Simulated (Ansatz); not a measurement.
**FeSb (P6_3/mmc): electronic heat capacity from the density of states**

Level of theory: Ansatz 0.2.0, DFT r2SCAN, scalar-relativistic, plane waves, PAW.

Settings: cutoff 500 eV, Γ-centred mesh 12×12×8 on the computed 4-atom cell, Gaussian smearing of 0.10 eV; collinear spin from starting moments 2.84 2.84 0 0 μB.

Relaxed cell: P6_3/mmc, a = 4.130 Å, b = 4.130 Å, c = 5.062 Å, α = 90.00°, β = 90.00°, γ = 120.00°, 4 atoms in the primitive cell. Whether it is the stable form of this composition wasn't checked.

The density of states at the Fermi level is 5.006 states/eV in the cell of 4 atoms (2 formula units; both spins, tetrahedra on a 18×18×12 mesh). The run ends with a moment of 4.81 μB a cell (largest on a site 2.59 μB), and the figure is for this state; a paramagnetic sample can have a quite different one. Another magnetic order, if the compound takes it, can change N(E_F) and the shape of the cell a good deal, and may open a gap, where γ is close to zero.

Task: What Sommerfeld coefficient does this give?

Result: Per formula unit N(E_F) = 2.503 states/eV. γ = (π²/3) k_B² N(E_F) N_A = 2.357 mJ/(mol K²) per state/eV, so γ = 5.9 mJ/(mol K²), a mole of formula units. This is the bare band result: a measured γ of the same phase and magnetic order is as a rule larger by a factor 1 + λ from phonons and spin fluctuations. N(E_F) at one energy is sensitive to the mesh where the density of states has sharp peaks.

The state reached may not be the lowest one. Spin-orbit coupling is left out, which matters for the bands of heavy elements. Only parallel moments were tried here.

Only this magnetic start was tried.

Cost: 1 run of about 14 core-minutes, on Intel Xeon Processor @ 2.50GHz (Skylake/Cascade Lake) (shared hosts).